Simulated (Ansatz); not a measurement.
AlC6:
```xyz
7
Lattice="0.0000 3.6749 -2.1217 0.0000 3.6749 2.1217 6.5244 0.0000 0.0000" Properties=species:S:1:pos:R:3 pbc="T T T"
C      0.0000     3.6749     1.9300
C      0.0000     2.4474     1.2214
C      0.0000     2.4499    -0.1917
C      0.0000     4.9024     1.2214
C      0.0000     4.8999    -0.1917
C      0.0000     3.6749    -0.8960
Al     3.2622     3.6749     1.9317
```

Relaxed with r²SCAN.

Which orbitals make up the states near the Fermi level in plane-wave PAW r²SCAN (Ansatz code)?

Within 0.5 eV of the Fermi level: Al 3p 67 %, C 2p 28 %. Projections are on Löwdin-orthogonalised atomic valence shells; empty p or d shells of many metals are not among them.

Tabulate the density of states.

States/eV per cell of 7 atoms, in 0.25 eV bins, energy from the Fermi level.

```csv
E (eV),total,C 2p,Al 3p,Al 3s
-7.85,2.49,2.40,0.01,0.01
-7.60,3.46,3.26,0.02,0.02
-7.35,2.43,2.32,0.01,0.02
-7.10,2.12,2.01,0.01,0.03
-6.85,1.77,1.68,0.01,0.02
-6.60,1.89,1.81,0.01,0.01
-6.35,1.80,1.73,0.01,0.01
-6.10,1.89,1.82,0.01,0.02
-5.85,1.66,1.59,0.01,0.02
-5.60,1.73,1.66,0.01,0.03
-5.35,1.87,1.55,0.02,0.28
-5.10,2.10,1.53,0.05,0.51
-4.85,2.65,1.67,0.10,0.86
-4.60,2.45,1.49,0.10,0.85
-4.35,1.92,1.39,0.07,0.45
-4.10,2.33,1.30,0.12,0.90
-3.85,2.39,1.14,0.11,1.12
-3.60,2.22,1.24,0.11,0.87
-3.35,2.42,1.47,0.09,0.84
-3.10,1.34,0.93,0.03,0.37
-2.85,0.68,0.67,0.01,0.00
-2.60,0.53,0.52,0.01,0.00
-2.35,0.43,0.42,0.01,0.00
-2.10,0.33,0.33,0.00,0.00
-1.85,0.25,0.25,0.00,0.00
-1.60,0.18,0.17,0.00,0.00
-1.35,0.09,0.08,0.00,0.00
-1.10,0.02,0.02,0.00,0.00
-0.85,0.22,0.03,0.19,0.00
-0.60,0.84,0.11,0.71,0.02
-0.35,1.48,0.22,1.20,0.04
-0.10,1.56,0.32,1.15,0.07
0.15,1.43,0.46,0.88,0.07
0.40,1.86,0.79,0.95,0.07
0.65,2.96,1.57,1.22,0.06
0.90,2.61,1.22,1.24,0.05
1.15,3.13,1.15,1.81,0.06
1.40,2.63,0.71,1.78,0.06
1.65,1.90,0.35,1.47,0.02
1.90,2.24,0.64,1.49,0.04
2.15,1.95,0.59,1.27,0.04
2.40,2.69,0.92,1.63,0.03
2.65,2.63,0.77,1.75,0.02
2.90,2.16,0.81,1.24,0.01
3.15,1.62,0.60,0.94,0.01
3.40,1.40,0.57,0.77,0.00
3.65,1.29,0.62,0.62,0.00
3.90,0.67,0.51,0.12,0.00
4.15,0.49,0.45,0.01,0.00
4.40,0.53,0.47,0.00,0.00
4.65,0.82,0.57,0.00,0.00
```

Space group P-62m. The start of the workflow was typed in or built on a structure type; neither database checked (COD, Materials Project) lists it. Its standing as an ambient phase is unchecked. Symmetry was held in the r²SCAN relaxation; its stability against distortions is not shown here. The volume moved by 93 % from the start of the relaxation. Its formation energy is positive at this level, so the cell may be metastable or incomplete.

Potentials: the earlier of the program's two PAW sets. The files were generated under PBE; for other functionals the program regenerates the frozen cores, and for LDA and PBEsol the local potential too.
